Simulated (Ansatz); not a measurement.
Method: DFT PBE, scalar-relativistic, plane waves, PAW in Ansatz 0.2.0. All cells share a 420 eV cutoff and Γ-centred k meshes spaced about 0.3 Å⁻¹ or finer (0.25 for metals, 2π included). No spin polarisation.

This relaxed Ga2Ge2O3 cell comes from a structure search over trial cells.

```
CELL_PARAMETERS angstrom
3.01407 0.00000 0.00000
-1.50703 2.61026 0.00000
0.00000 0.00000 14.71299
ATOMIC_POSITIONS crystal
Ga 0.33333 0.66667 0.09628
Ga 0.66667 0.33333 0.90372
Ge 0.66667 0.33333 0.42347
Ge 0.33333 0.66667 0.57653
O 0.66667 0.33333 0.14752
O 0.33333 0.66667 0.85248
O 0.00000 0.00000 0.00000
```

Wave vectors count in units of this cell's reciprocal vectors.

Question: Is it a true minimum?

Answer: No. The phonons on a 3×3×1 q mesh of the computed 7-atom cell go imaginary, to 128i cm⁻¹ at q = (0.00, 0.33, 0.00). (Phonon run: 12×12×2 k mesh, Gaussian smearing of 0.10 eV.) With atoms moved at random and symmetry off, it falls by 29 meV/atom into P1 (No. 1). Conventional cell: a = 3.024 Å, b = 3.076 Å, c = 14.401 Å, α = 90.3°, β = 90.6°, γ = 119.4°. Ga on its first site has 4 O at 1.83–1.90 Å; Ga on its second site has 3 O at 1.93–1.94 Å and 3 O at 2.13–2.23 Å; Ge on its first site is surrounded by 1 Ge at 2.78 Å and 8 Ge at 2.95–3.08 Å; O on its first site is surrounded by 3 Ga at 1.89–1.90 Å; 3 more sites not described.

```
CELL_PARAMETERS angstrom
3.02431 0.00000 0.00000
-1.51093 2.67958 0.00000
-0.15881 -0.18871 14.39863
ATOMIC_POSITIONS crystal
Ga 0.18986 0.06139 0.09999
Ga 0.51532 0.73694 0.88581
Ge 0.55161 0.87536 0.45226
Ge 0.85978 0.47437 0.61103
O 0.86340 0.40385 0.14704
O 0.84119 0.39431 0.83081
O 0.17884 0.05379 0.97305
```

No dispersion correction is applied, so the spacing and binding between layers, chains or molecules are poorly described. Phonons of metals hang on the k mesh and the smearing.
